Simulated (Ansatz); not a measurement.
# What a change of settings does: Rh (hcp type)

First run: DFT, PBEsol, PAW with Ansatz's default frozen-core files, scalar-relativistic (Ansatz 0.2.0).

Command: `ansatz run input.yaml --threads 1 --pin off --max-ram 2048MiB --backend cpu --events-out ev --progress --plain --runs-dir out` It took 11 s on 1 thread of Arm Neoverse V2, on a shared host, peak memory 0.39 GiB.

```yaml
crystal:
  lattice:
    - [2.7157318845, 0.0, 0.0]
    - [-1.3578659422, 2.3518928018, 0.0]
    - [0.0, 0.0, 4.3994856529]
  atoms:
    - { symbol: Rh, position: [0.2733333333, 0.6366666667, 0.205] }
    - { symbol: Rh, position: [0.7266666667, 0.3633333333, 0.795] }
kpoints:
  mp_grid: { grid: [13, 13, 7] }
scf:
  occupations: { method: fermi_dirac, width: 0.05 }
hamiltonian:
  xc: pbesol
  pseudopotentials: { kind: paw }
output:
  forces: true
  stress: true
  eigenvalues: true
  populations: true
  write_density: true
  write_potential: true
  elf: true
  volumetric_format: npy
```

The cell is a prototype at a set volume, not relaxed; it needn't be the stable phase.

This run: one bond, the shortest of the undistorted cell, set to 2.215 Å.

It converges in 6 SCF iterations at a pressure of 18.62 GPa, largest force 6.018 eV/Å, cutoff 420 eV.

A second input differs as follows:

```diff
   lattice:
-    - [2.7157318845, 0.0, 0.0]
-    - [-1.3578659422, 2.3518928018, 0.0]
-    - [0.0, 0.0, 4.3994856529]
+    - [5.13198942, 0.0, 0.0]
+    - [-2.56599471, 4.44443321, 0.0]
+    - [0.0, 0.0, 8.31382286]
   atoms:
   occupations: { method: fermi_dirac, width: 0.05 }
+  max_iter: 60
 hamiltonian:
   populations: true
-  write_density: true
-  write_potential: true
-  elf: true
-  volumetric_format: npy
```

Problem. What is wrong with it, and what does the program do?

Solution. The change was made to test a lattice typed in bohr. The run converges in 10 SCF iterations at a pressure of -1.99 GPa, largest force 0.625 eV/Å, cutoff 420 eV. Compare each number with the sound run's before taking it for a property of the system. The log ends:
```
--- Band table (eV; the first three rows and the last of 322) ---
  k-point 0: bands = ["-76.8587", "-76.8586", "-44.8995", "-44.8987", "-44.8675", "-44.8674", "-44.8636", "-44.8636", "-1.4200", "-0.9674", "-0.9003", "-0.8356", "-0.8333", "-0.8219", "-0.7868", "-0.7642", "-0.7285", "-0.7102", "-0.6696", "0.4336", "1.9450"]
  k-point 1: bands = ["-76.8587", "-76.8586", "-44.8995", "-44.8987", "-44.8675", "-44.8674", "-44.8636", "-44.8636", "-1.3865", "-0.9659", "-0.9004", "-0.8377", "-0.8348", "-0.8222", "-0.7834", "-0.7645", "-0.7261", "-0.7088", "-0.6718", "0.2503", "2.2211"]
  k-point 2: bands = ["-76.8587", "-76.8586", "-44.8995", "-44.8987", "-44.8675", "-44.8674", "-44.8636", "-44.8636", "-1.2975", "-0.9624", "-0.9006", "-0.8416", "-0.8387", "-0.8226", "-0.7722", "-0.7640", "-0.7209", "-0.7058", "-0.6777", "-0.0828", "2.8343"]
  k-point 321: bands = ["-76.8587", "-76.8586", "-44.8995", "-44.8988", "-44.8676", "-44.8674", "-44.8637", "-44.8636", "-0.9940", "-0.9476", "-0.9110", "-0.8244", "-0.8206", "-0.7222", "-0.7117", "-0.7003", "-0.6849", "-0.6813", "0.5486", "0.5576", "2.0916"]
--- Löwdin populations: 2 sites ---
  site symbol       q [e]
     0     Rh     16.9787
     1     Rh     16.9787
  spilling = 0.001254 (of n_electrons = 34.000000)
```
